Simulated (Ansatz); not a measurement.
TaW3 in space group Fm-3m (No. 225; Ta on 4a, W on 8c, W on 4b), plane-wave PAW LDA (Ansatz code), all energies at zero smearing, with the estimated change up to a 700 eV cutoff added, with one set of potentials and settings (totals compare only within such a set). Cell of 4 atoms (1 Ta, 3 W): -40075.813 eV.

```tsv
element	reference phase	E (eV/atom)
Ta	Im-3m, 1 atoms in the cell	-9683.3646
W	Im-3m, 1 atoms in the cell	-10130.6821
```

Formation energy per atom, worked out: (-40075.813 − 1×(-9683.3646) − 3×(-10130.6821))/4 = -0.100 eV/atom (-10 kJ per mol of atoms), at 0 K, without zero-point energy or fitted corrections.

The first step of the workflow began from a Materials Project structure, measured or hypothetical; the Crystallography Open Database copy checked does not list it. With Ta and W taken as one species the cell has the higher symmetry Im-3m, so it may be an ordered model of a mixed-site phase. Whether it is the stable phase at ambient conditions was not checked. Symmetry was held in the LDA relaxation; of distortions, only those at the zone centre were tested. The run is not spin-polarised. The references are the lowest solids computed at this level, not always the standard phases. Spin–orbit coupling is left out wherever it is not named.

Potentials: the earlier of the program's two PAW sets.
